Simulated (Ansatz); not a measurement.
RbCl:
```yaml
crystal:
  lattice:
    - [0.00000, 3.27143, 3.27143]
    - [3.27143, 0.00000, 3.27143]
    - [3.27143, 3.27143, 0.00000]
  atoms:
    - { symbol: Rb, position: [0.00000, 0.00000, 0.00000] }
    - { symbol: Cl, position: [0.50000, 0.50000, 0.50000] }
```

Tensor components refer to the Cartesian frame of this cell.

Question: Give the high-frequency dielectric tensor and the Born effective charge tensors of the independent atoms from DFPT, PBEsol (plane waves, PAW; program Ansatz).

Answer: 
ε∞:
```
2.39  0.00  0.00
0.00  2.39  0.00
0.00  0.00  2.39
```
Z* of atom 1 (Rb), rows: field, columns: displacement, in e:
```
1.17  0.00  0.00
0.00  1.17  0.00
0.00  0.00  1.17
```
Z* of atom 2 (Cl), rows: field, columns: displacement, in e:
```
-1.17   0.00   0.00
 0.00  -1.17   0.00
 0.00   0.00  -1.17
```

Space group Fm-3m (rock salt). Symmetry was held in the PBEsol relaxation. Spin–orbit coupling is left out wherever it is not named.

Potentials: the later of the program's two PAW sets.
